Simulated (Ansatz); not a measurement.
In DFT-PBEsol in the program Ansatz with PAW potentials, Zr$_{3}$HRh in the cubic phase (Pm-3m; Rh on 1a, Zr on 3c, H on 1b) relaxes to a = 4.307 Å. Rh has 12 nearest neighbours from 3.05 Å (cuboctahedral); H has 6 nearest neighbours from 2.15 Å (octahedral). Against the elements it lies at -305 meV/atom, with no fitted shifts.

Electronic character: metallic (no gap). Gap from PBEsol with spin–orbit coupling: none (metallic).

The bulk modulus is 1370 kbar. The relaxed-ion elastic constants in GPa are C11 = 129, C12 = 140, C44 = -9.7. The highest mode at Γ lies at 32.88 THz.

The start of the workflow was typed in or built on a structure type; neither database checked (COD, Materials Project) lists it. Whether it is the stable phase at ambient conditions was not checked. The cell was relaxed with PBEsol under the symmetry of its start. At this level the phase is mechanically unstable. The run is not spin-polarised. As this level gives no gap, shear constants depend on the k-mesh and smearing (Fermi–Dirac, 0.1 eV here). As this level gives no gap, phonon frequencies hold no LO–TO term and depend on the k-mesh and smearing (Fermi–Dirac, 0.1 eV here). The references are the lowest solids computed at this level, not always the standard phases (solids in place of the gases). Spin–orbit coupling is left out wherever it is not named.

Potentials: the earlier of the program's two PAW sets. The files were generated under PBE; for other functionals the program regenerates the frozen cores, and for LDA and PBEsol the local potential too.
